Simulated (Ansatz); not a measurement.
## From the elastic tensor of Mg₃ZnS₄ to moduli and sound speeds

Level of theory: DFT PBE, scalar-relativistic, plane waves, PAW in Ansatz. Plane waves to 420 eV; Γ-centred k mesh 8×8×8; Gaussian smearing of 0.01 eV. No spin polarisation.

Space group Pm-3m (No. 221), cubic, a = 5.201 Å. Mg is surrounded by 6 S at 2.60 Å; around Zn lie 6 S at 2.60 Å; around S on a site of symmetry 4/mmm lie 2 Zn at 2.60 Å and 4 Mg at 2.60 Å; S on a site of symmetry m-3m has 6 Mg at 2.60 Å.

It was reached by relaxing an invented guess, and it needn't be the stable form of this composition.

Relaxed-ion constants (GPa, on the Cartesian axes of the calculation):
```
137.0  46.0  46.0   0.0   0.0   0.0
 46.0 137.0  46.0   0.0   0.0   0.0
 46.0  46.0 137.0   0.0   0.0   0.0
  0.0   0.0   0.0  53.1   0.0   0.0
  0.0   0.0   0.0   0.0  53.1   0.0
  0.0   0.0   0.0   0.0   0.0  53.1
```

Density 3.146 g/cm³; 8 atoms in 140.67 Å³.

With S = C⁻¹: B_V = (C11+C22+C33+2(C12+C13+C23))/9, G_V = (C11+C22+C33−C12−C13−C23+3(C44+C55+C66))/15, 1/B_R = S11+S22+S33+2(S12+S13+S23), 15/G_R = 4(S11+S22+S33−S12−S13−S23)+3(S44+S55+S66); Hill is their mean. Then v_l = √((B+4G/3)/ρ), v_t = √(G/ρ), v_m = [(2/v_t³+1/v_l³)/3]^(−1/3) and Θ = (ħ/k_B)·v_m·(6π²n/V)^(1/3) for n atoms in the volume V; E = 9BG/(3B+G), ν = (3B−2G)/(2(3B+G)) and A^U = 5G_V/G_R + B_V/B_R − 6.

- Bulk modulus, Voigt / Reuss / Hill: 76.3 / 76.3 / 76.3 GPa
- Shear modulus, Voigt / Reuss / Hill: 50.1 / 49.8 / 49.9 GPa
- Young's modulus: 123 GPa
- Poisson ratio: 0.231
- Pugh ratio B/G: 1.53 (under 1.75, the rule of thumb for brittle)
- Universal anisotropy index: 0.03
- Longitudinal and transverse sound speeds: 6739 and 3983 m/s
- Debye temperature from the mean sound speed: 505 K
